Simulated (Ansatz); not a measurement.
**Data sheet: NiGe (DFT)**

NiGe:
Space group Pm-3m (No. 221); a = 2.929 Å, b = 2.929 Å, c = 2.929 Å, α = 90.00°, β = 90.00°, γ = 90.00°

```tsv
atom	site	symmetry	x	y	z
Ni	1a	m-3m	0.0000	0.0000	0.0000
Ge	1b	m-3m	0.5000	0.5000	0.5000
```

Space group Pm-3m (No. 221), CsCl type; conventional cell a = 2.9290 Å, b = 2.9290 Å, c = 2.9290 Å, α = 90.00°, β = 90.00°, γ = 90.00°.

Method: plane-wave PAW PBEsol (Ansatz code). Geometry: relaxed at this level of theory. Other levels are named where they apply.

**Cell and energy**

* **Volume per atom**: 12.56 Å³
* **Density**: 8.68 g/cm³
* **Formation energy from the elements (no fitted shifts)**: -0.12 eV/atom

**Electronic structure**

- Electronic character = metallic (no gap)
- Density of states at the Fermi level = 0.49 states/eV per atom (mean over ±0.08 eV)
- Gap with spin–orbit coupling = none (metallic)

**Magnetism**

Magnetic order: non-magnetic (starting moments vanished)

**Mechanics**

- Bulk modulus (Birch–Murnaghan fit): 154 GPa
- Pressure derivative B′: 4.9
- Elastic constants (relaxed ions, GPa): C11 = 179, C12 = 142, C44 = 16.2
- Mechanical stability: stable (all eigenvalues of C positive)
- Hill bulk and shear moduli: 155 and 17.1 GPa
- Young's modulus: 49.4 GPa
- Poisson's ratio: 0.45
- Debye temperature from the elastic constants: 205 K

**Phonons**

- Highest zone-centre frequency = 149 cm^-1
- Zone-centre stability = no imaginary mode at Γ

A made-up cell: these elements were put on the sites of a structure type; neither database checked (COD, Materials Project) lists it. COD files the formula under space group No. 62. Whether it is the stable phase at ambient conditions was not checked. The PBEsol relaxation kept the symmetry of its start. The workflow began spin-polarised and lost its moments. As this level gives no gap, shear constants depend on the k-mesh and smearing (Fermi–Dirac, 0.1 eV here). As this level gives no gap, phonon frequencies hold no LO–TO term and depend on the k-mesh and smearing (Fermi–Dirac, 0.1 eV here). The references are the lowest solids computed at this level, not always the standard phases. Scalar-relativistic: spin–orbit coupling is off unless named, which matters more the heavier the elements.

Potentials: the later of the program's two PAW sets.
